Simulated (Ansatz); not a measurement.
**Relaxing a structure of Pt**

The start is a generated cell, Pt placed in the AFLOW prototype A_oF8_70_a. The cell and all atomic positions are relaxed at zero pressure with PBE (plane waves to 420 eV, PAW, scalar-relativistic; Ansatz, an electronic-structure program). First-step values are on the input's coarse k-mesh.

Ansatz input (later rounds restart from its end on a renewed k-mesh):
Ansatz 0.2 input:
```yaml
crystal:
  lattice:
    - [0, 2.4991774, 4.4028711]
    - [1.3685641, 0, 4.4028711]
    - [1.3685641, 2.4991774, 0]
  atoms:
    - { symbol: Pt, position: [0.25, 0.25, 0.25] }
    - { symbol: Pt, position: [0, 0, 0] }
basis: { ecutwfc: 420, ecutrho_ratio: 4, xc_grid: 2, fft_grid_basis: typed }
kpoints: { mp_grid: { grid: [14, 14, 14] } }
hamiltonian:
  xc: pbe
  dispersion: none
  pseudopotentials: { kind: paw }
scf: { occupations: { method: fermi_dirac, width: 0.05 } }
relax: { f_tol: 0.01, max_steps: 100, cell: { stress_tol: 0.02 } }
output: { forces: true, stress: true }
```

```yaml
initial_pressure: "+17.1 GPa (positive: the cell is compressed)"
energy_released: 0.13 eV/atom
volume_change: +5.6 %, from 15.06 to 15.90 Å³/atom
Shortest distances (start → end): "The closest pairs of elements (up to four, under 3.6 Å), start → end: Pt–Pt 2.62 → 2.75 Å"
optimiser_moves: 11
```

Final structure:

Space group Fddd, origin choice 1 (No. 70); a = 2.7467 Å, b = 4.7699 Å, c = 9.7096 Å, α = 90.00°, β = 90.00°, γ = 90.00°

```
atom  site  symmetry       x       y       z
----  ----  --------  ------  ------  ------
Pt      8a       222  0.0000  0.0000  0.0000
```
(The calculation used a cell of 2 atoms; values per cell refer to that cell.)

Final values are on a 20×20×20 k-mesh of the relaxed cell. No spin polarisation in the result.

The run could not lose the symmetry of its start: the end is stationary, and may be a saddle point rather than a minimum.

All atoms sit on sites fixed by symmetry, so only the cell could relax.

The relaxed structure here is a generated cell of Pt: the first start was made by placing the elements on the sites of a structure type, and the end was not matched to a known phase here, so it may be hypothetical. Known forms of Pt include space group No. 225.
